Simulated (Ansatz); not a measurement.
# Levels of theory for Ga₂PN (ordering on rocksalt)

All numbers come from Ansatz 0.2.0. The calculation is non-magnetic, and the structure need not be a phase that has been made.

The cell is Ga₂PN as one 4-atom ordering (P4/mmm) on the rocksalt lattice; cell and atoms were relaxed with r2SCAN. The symmetry is P4/mmm (No. 123, tetragonal); a = 3.352 Å, c = 4.733 Å in the conventional setting, 13.29 Å³ an atom. N is surrounded by 6 Ga at 2.37 Å; Ga is surrounded by 2 N at 2.37 Å and 4 P at 2.37 Å; P is surrounded by 6 Ga at 2.37 Å; Ga is surrounded by 2 P at 2.37 Å and 4 N at 2.37 Å.

```
CELL_PARAMETERS angstrom
3.35209 0.00000 0.00000
0.00000 3.35209 0.00000
0.00000 0.00000 4.73268
ATOMIC_POSITIONS crystal
N 0.00000 0.00000 0.00000
Ga 0.00000 0.00000 0.50000
P 0.50000 0.50000 0.50000
Ga 0.50000 0.50000 0.00000
```

Relaxed lattice by functional, symmetry kept:
```
functional  k mesh  a (Å)  c (Å)  volume (Å³/atom)
       PBE   8×8×6  3.388  4.791             13.75
    r2SCAN   8×8×6  3.352  4.733             13.29
```

Band edges at fixed r2SCAN geometry:
```json
{"level": "PBE", "k mesh": "8×8×6", "gap (eV)": "none (overlap 3.02)", "kind": "–", "edges": "–", "least direct gap (eV)": "–"}
{"level": "PBE+SOC", "k mesh": "8×8×6", "gap (eV)": "none (overlap 3.00)", "kind": "–", "edges": "–", "least direct gap (eV)": "–"}
{"level": "r2SCAN", "k mesh": "8×8×6", "gap (eV)": "none (overlap 3.05)", "kind": "–", "edges": "–", "least direct gap (eV)": "–"}
```
All runs use a smearing of 0.02 eV.
Wave cutoffs: 420 eV, 500 eV (r2SCAN).
Points off the special ones are mesh points or PBE's searched band edges, reused at the other levels.

With r2SCAN the bands overlap by 3.05 eV (counted from 1, band 18 peaks at R and band 19 bottoms out at M): no gap. With PBE+SOC the bands overlap by 3.00 eV (counted from 1, band 36 peaks at R and band 37 bottoms out at M–Γ (0.10 of the way from M)): no gap.

No level opens a gap, but no hybrid is among them, and semilocal functionals can close a real gap.

Only the levels marked +SOC include spin-orbit coupling.

Where bands overlap the cell is a metal at that level, and these k meshes limit energies, forces and stress.
